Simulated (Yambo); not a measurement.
NaBaIrH6 (space group F-43m, No. 216), G0W0@LDA in Yambo; all else as in the reference (2×2×2 Γ-centred k mesh, bands 6 to 173 and a 7 Ry block in the screening, 173 bands in G with the Bruneval-Gonze terminator, plasmon pole fitted at 27.2 eV). One parameter is varied: the cutoff of the exchange sum, over 10, 20, 40, 88 Ry.

### Question
From which value on does the gap Γ → X stay within 0.05 eV of the largest setting?

### Answer
From 40 Ry on.
```
cutoff of the exchange sum (Ry)  G0W0 gap (eV)  valence shift (eV)
-------------------------------  -------------  ------------------
10                                        3.68                0.86
20                                        4.22               -0.18
40                                        4.35               -0.45
88                                        4.36               -0.46
```
The last step of the sweep still moves the gap by 6 meV; the other settings are held fixed.

Spin-orbit coupling is not included.

Geometry of the Materials Project entry, not relaxed at this level; primitive cell a = b = c = 5.5473 Å, α = β = γ = 60.00°.

The structure is a Materials Project entry; no match was found in the copy of COD used, and its stability was not checked.

A shift is the quasiparticle energy of the state minus its LDA energy.
